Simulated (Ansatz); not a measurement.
Given:

AlCo:
```cif
data_AlCo
_chemical_formula_sum 'Al1 Co1'
_space_group_name_H-M_alt 'P 1'
_space_group_IT_number 1
_cell_length_a 2.85198
_cell_length_b 2.85198
_cell_length_c 2.85198
_cell_angle_alpha 90.000
_cell_angle_beta 90.000
_cell_angle_gamma 90.000
loop_
_space_group_symop_operation_xyz
  'x, y, z'
loop_
_atom_site_label
_atom_site_type_symbol
_atom_site_fract_x
_atom_site_fract_y
_atom_site_fract_z
_atom_site_occupancy
Al1 Al 0.00000 0.00000 0.00000 1
Co1 Co 0.50000 0.50000 0.50000 1
```

This is the PBE-relaxed structure.

Question: All from DFT-PBE in the program Ansatz with PAW potentials, unless another level is named. Give the highest zone-centre frequency.

Answer: 326 cm⁻¹.

Question: And the Poisson's ratio?

Answer: 0.24.

Space group Pm-3m (CsCl type). Symmetry was held in the PBE relaxation; phonons on a q-mesh show no instability. The run is not spin-polarised. As this level gives no gap, phonon frequencies hold no LO–TO term and depend on the k-mesh and smearing (Fermi–Dirac, 0.1 eV here).

Potentials: the later of the program's two PAW sets.
